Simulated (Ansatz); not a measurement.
LaSi$_{2}$Pt$_{2}$:
```xyz
5
Lattice="-2.1479 2.1479 4.9727 2.1479 -2.1479 4.9727 2.1479 2.1479 -4.9727" Properties=species:S:1:pos:R:3 pbc="T T T"
Si     0.0000     0.0000     3.7352
Si     0.0000     0.0000     6.2102
Pt     0.0000     2.1479     2.4864
Pt     2.1479     0.0000     2.4864
La     0.0000     0.0000     0.0000
```

This is the r²SCAN-relaxed structure.

Problem. All from DFT-r²SCAN in the program Ansatz with PAW potentials, unless another level is named. Predict the electronic character.

Solution. metallic (no gap).

Problem. Next, the density of states at the Fermi level?

Solution. 0.56 states/eV per atom (mean over ±0.08 eV).

Problem. Next, the formation energy from the elements (no fitted shifts)?

Solution. -1089 meV/atom.

Space group I4/mmm. The workflow started from an entry of the Crystallography Open Database (COD). Its standing as an ambient phase is unchecked. Symmetry was held in the r²SCAN relaxation; its stability against distortions is not shown here. The run is not spin-polarised. The references are the lowest solids computed at this level, not always the standard phases. Scalar-relativistic: spin–orbit coupling is off unless named, which matters more the heavier the elements.

Potentials: the later of the program's two PAW sets.
